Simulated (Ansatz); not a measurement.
An Ansatz input (plane waves, PAW) for TaGa2 (fluorite structure) that has something wrong with it:

```yaml
crystal:
  lattice:
    - [0.0, 3.0709371496, 3.0709371496]
    - [3.0709371496, 0.0, 3.0709371496]
    - [3.0709371496, 3.0709371496, 0.0]
  atoms:
    - { symbol: Ta, position: [0.0, 0.0, 0.0] }
    - { symbol: Ga, position: [0.25, 0.25, 0.25] }
    - { symbol: Ga, position: [0.75, 0.75, 0.75] }
basis:
  ecutwfc: 420
  ecutrho_ratio: 1
kpoints:
  mp_grid: { grid: [10, 10, 10] }
hamiltonian:
  xc: pbesol
scf:
  occupations: { method: gaussian, width: 0.05 }
  max_iter: 50
output:
  forces: true
  stress: true
```

Launched as:
```sh
ansatz run input.yaml --threads 4 --pin off --max-ram 4096MiB --backend cpu --events-out ev --progress --plain --runs-dir out
```

What the program printed:

```
Warning: basis.ecutrho_ratio = 1 (ecutrho = 420 eV) is below the records' recommended 1680 eV
```

SCF trace (energy estimate counted from the last row):
| iteration | ΔE (eV) | density residual (eV) |
| --- | --- | --- |
| 1 | -3.0e-03 | 1.70e-2 |
| 2 | -7.0e-04 | 6.26e-4 |
| 3 | -9.7e-04 | 6.20e-4 |
| 4 | -2.7e-04 | 1.82e-5 |
| 5 | 0.000 | 1.18e-7 |
| 6 | 0.000 | 6.19e-9 |

```
SCF 1 converged in 6 iterations: F = -17294.895921 eV  dr2 = 6.19e-9
SCF converged after 6 iterations
Free energy (F): -17294.895921 eV
E sigma→0 (E₀):  -17294.894458 eV
Entropy (-TS):   -0.002925 eV (-0.975 meV/atom)
Fermi energy:    11.833821 eV
--- Forces (eV/Å), atoms counted from 1 ---
  atom   1  Ta     0.00000000     0.00000000     0.00000000
  atom   2  Ga     0.00000000     0.00000000     0.00000000
  atom   3  Ga     0.00000000     0.00000000     0.00000000
--- Stress (GPa, compression-positive) ---
       33.188765       0.000000       0.000000
        0.000000      33.188765       0.000000
        0.000000       0.000000      33.188765
  P = ⅓ Tr σ = 33.1888 GPa (331.888 kbar)
settings of this run that can trade accuracy for cost: basis.ecutrho_ratio < 4. Do not mix this run's numbers with those of runs without the same settings; the input reference describes each key
```

What is wrong with it?

A density cutoff of only 1 times the waves' cutoff, where the density, a product of two waves, needs 4 times. Against the sound input: basis.ecutrho_ratio: 4 → 1 (the cap on iterations is only a precaution).

The run converged all the same; its pressure of 33 GPa shows the fault against the sound run's. Its energy lies -1134 meV/atom from the sound one. It ran for 2.6 s on 4 threads of Arm Neoverse N1, on a shared host, peak memory 0.39 GiB. The run before the change (PBEsol, 420 eV, 10×10×10 mesh) gave:

| run | P (GPa) | gap on the mesh (eV) | cell moment (μB) | largest force component (eV/Å) |
| --- | --- | --- | --- | --- |
| sound | 0.0 | metal | – | 0.000 |
| spoiled | 33.2 | metal | – | 0.000 |

The start was a prototype's sites filled with these elements, not a measured cell.
